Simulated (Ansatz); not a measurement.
**Property card for LaBPd3**

LaBPd3:
Space group Pm-3m (No. 221); a = 4.348 Å, b = 4.348 Å, c = 4.348 Å, α = 90.00°, β = 90.00°, γ = 90.00°

```csv
atom,site,symmetry,x,y,z
B,1b,m-3m,0.5000,0.5000,0.5000
Pd,3c,4/mm.m,0.0000,0.5000,0.5000
La,1a,m-3m,0.0000,0.0000,0.0000
```

Space group Pm-3m (No. 221), cubic perovskite; conventional cell a = 4.348 Å, b = 4.348 Å, c = 4.348 Å, α = 90.00°, β = 90.00°, γ = 90.00°.

Method: the program Ansatz at the PBEsol level (PAW). Geometry: relaxed at this level of theory. Other levels are named where they apply.

**Cell and energy**

```yaml
volume_per_atom: 16.44 Å³
density: 9.47 g/cm³
Formation energy from the elements (no fitted shifts): -53 kJ/mol of atoms
```

**Electronic structure**

```yaml
electronic_character: metallic (no gap)
Density of states at the Fermi level: 0.86 states/eV per atom (mean over ±0.08 eV)
Gap with spin–orbit coupling: none (metallic)
```

**Mechanics**

```yaml
Bulk modulus (Birch–Murnaghan fit): 1440 kbar
Pressure derivative B′: 4.7
Elastic constants (relaxed ions, GPa): C11 = 203, C12 = 115, C44 = -26.4
mechanical_stability: unstable (C has a negative eigenvalue)
```

**Phonons**

```yaml
highest_zone_centre_frequency: 433 cm^-1
zone_centre_stability: unstable, softest mode 58i cm⁻¹
```

The workflow started from an entry of the Crystallography Open Database (COD). Whether it is the stable phase at ambient conditions was not checked. Symmetry was held in the PBEsol relaxation. The run is not spin-polarised. As this level gives no gap, shear constants depend on the k-mesh and smearing (Fermi–Dirac, 0.1 eV here). As this level gives no gap, phonon frequencies hold no LO–TO term and depend on the k-mesh and smearing (Fermi–Dirac, 0.1 eV here). The references are the lowest solids computed at this level, not always the standard phases. Scalar-relativistic: spin–orbit coupling is off unless named, which matters more the heavier the elements.

Potentials: the later of the program's two PAW sets.
